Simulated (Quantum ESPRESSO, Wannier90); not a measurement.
# Wannierisation of Au (fcc (Cu type))

```xyz
1
Lattice="0.0000 2.0856 2.0856 2.0856 0.0000 2.0856 2.0856 2.0856 0.0000" Properties=species:S:1:pos:R:3 pbc="T T T"
Au     0.0000     0.0000     0.0000
```

Materials Project entry mp-81; symmetrised, unrelaxed at this level. This is the element's usual structure. Computed values, not measurements, from PBEsol: Quantum ESPRESSO (norm-conserving PseudoDojo potentials, cutoff 61 Ry, no spin polarisation, no spin-orbit coupling) on a Γ-centred 12×12×12 mesh, then Wannier90. Density: 18×18×18 mesh, cold smearing 0.01 Ry. Spin-orbit coupling is left out although heavy elements are present.

A tight-binding model is made by disentanglement and projection with no localisation steps (num_iter = 0), so the 9 orbitals stay atom-like: hydrogen-like Au: s;p;d, axes along x, y, z; frozen window up to 1.50 eV relative to the Fermi level. It follows pw.x to 1.2 meV rms for states up to 1.0 eV relative to the Fermi level. Matrix elements depend on this choice of orbitals and windows.

### Question
What are the on-site energies relative to the Fermi level, and how fast do the hoppings decay?

### Answer
```
atom     orbitals  energy (eV)
----  -----------  -----------
Au1             s         2.14
Au1      pz px py        10.93
Au1    dz2 dx2-y2        -3.52
Au1   dxz dyz dxy        -3.56
```

```csv
distance of the centres (Å),largest modulus (eV)
2–3,1.7
4–5,0.30
5–6,0.11
6–7,0.054
7–8,0.028
8–9,0.017
9–10,0.0080
10–11,0.0041
11–12,0.0021
12–13,0.0037
```
